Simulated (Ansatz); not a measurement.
# AlN, first-principles data

AlN:
```
CELL_PARAMETERS angstrom
      0.00000     2.01522     2.01522
      2.01522     0.00000     2.01522
      2.01522     2.01522     0.00000
ATOMIC_POSITIONS crystal
  Al 0.50000 0.50000 0.50000
  N  0.00000 0.00000 0.00000
```

Space group Fm-3m (No. 225), rock salt; conventional cell a = b = c = 4.030 Å, α = β = γ = 90.00°.

Method: plane-wave PAW HSE06 (Ansatz code). Geometry: relaxed at this level of theory. Other levels are named where they apply.

Cell and energy:

Volume per atom: 8.18 Å³
Density: 4.16 g/cm³

Electronic structure:

Band gap: 6.14 eV (indirect)
Valence-band maximum: at Γ
Conduction-band minimum: at X (3 equivalent valleys)
Smallest direct gap on the standard path: 7.35 eV

Mechanics:

- Bulk modulus (Birch–Murnaghan fit) = 280 GPa
- Pressure derivative B′ = 3.9

Charges:

- Bader charges: Al +2.53, N -2.53 e

This is a known high-pressure phase of the composition, computed here at zero pressure and temperature. The HSE06 relaxation kept the symmetry of its start; its stability against distortions is not shown here. The hybrid was solved on a coarse mesh, the path and, where they were found, the r²SCAN edge points; its band edges are the extreme levels among these.

Potentials: the later of the program's two PAW sets.
